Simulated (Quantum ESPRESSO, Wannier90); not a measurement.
## Wannierisation of TePb (rock salt)

```
begin unit_cell_cart
ang
    0.0000000000    3.2708950000    3.2708950000
    3.2708950000    0.0000000000    3.2708950000
    3.2708950000    3.2708950000    0.0000000000
end unit_cell_cart
begin atoms_frac
Te   0.0000000000  0.0000000000  0.0000000000
Pb   0.5000000000  0.5000000000  0.5000000000
end atoms_frac
```

Cell from Materials Project (mp-19717), symmetrised, no further relaxation. COD (Crystallography Open Database) has an entry of this formula and space group (matched by these alone). Method: PBEsol plane waves in Quantum ESPRESSO 7.5 (PseudoDojo norm-conserving files, 66 Ry, no spin polarisation, no spin-orbit coupling), Bloch states on a 8×8×8 mesh through Γ, Wannier90 4.0.1. Density: 8×8×8 mesh, cold smearing 0.01 Ry. Spin-orbit coupling is left out although heavy elements are present.

A tight-binding model is made by disentanglement and projection with no localisation steps (num_iter = 0), so the 8 orbitals stay atom-like: hydrogen-like Te: s;p; Pb: s;p, axes along x, y, z; frozen window up to 2.24 eV relative to the valence-band maximum. It follows pw.x to 2.9 meV rms for states up to 1.7 eV relative to the valence-band maximum. Matrix elements depend on this choice of orbitals and windows.

Problem. What are the on-site energies relative to the valence-band maximum, and how fast do the hoppings decay?

Solution. 
| atom | orbitals | energy (eV) |
|---|---|---|
| Te1 | s | -9.62 |
| Te1 | pz px py | -0.47 |
| Pb2 | s | -7.16 |
| Pb2 | pz px py | 1.64 |

```csv
distance of the centres (Å),largest modulus (eV)
3–4,1.8
4–5,0.15
5–6,0.0060
6–7,0.34
7–8,0.015
8–9,0.0027
9–10,0.072
10–11,0.0079
11–12,0.0023
12–13,0.0010
```
